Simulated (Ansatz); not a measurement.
The end point of a relaxation of La$_{2}$O$_{3}$. Calculation: r2SCAN (plane waves to 500 eV, PAW, scalar-relativistic; Ansatz, a quantum-chemistry and plane-wave program).

```xyz
5
Lattice="3.9353 0.0000 0.0000 -1.9676 3.4080 0.0000 0.0000 0.0000 6.1259" Properties=species:S:1:pos:R:3 pbc="T T T"
O      0.0000     0.0000     0.0000
O      0.0000     2.2720     3.9577
O      1.9676     1.1360     2.1682
La     0.0000     2.2720     1.5074
La     1.9676     1.1360     4.6185
```

Problem. Determine the symmetry and give the standard cell with its independent sites.

Solution. Space group P-3m1 (No. 164); a = 3.9353 Å, b = 3.9353 Å, c = 6.1259 Å, α = 90.00°, β = 90.00°, γ = 120.00°

| atom | site | symmetry | x | y | z |
|---|---|---|---|---|---|
| O | 1a | -3m. | 0.0000 | 0.0000 | 0.0000 |
| O | 2d | 3m. | 0.6667 | 0.3333 | 0.3539 |
| La | 2d | 3m. | 0.3333 | 0.6667 | 0.2461 |

Problem. Give the shortest distances between elements (the closest pairs, up to four, under 3.6 Å).

Solution. La–O 2.37 Å; O–O 2.89 Å.

```yaml
volume_per_atom: 16.43 Å³
band_gap: 4.23 eV, indirect (valence top at L, conduction bottom at K) (no spin-orbit coupling)
smallest_direct_gap: 4.35 eV at K
```

No spin polarisation in the result.

The run could not lose the symmetry of its start; a randomly shaken copy of 10 atoms returns to this structure.

The first start was generated by placing the elements on the sites of a structure type. Materials Project lists a structure of La2O3 in the same space group, P-3m1 (No. 164); the sites were not compared with it, nor with measured phases.
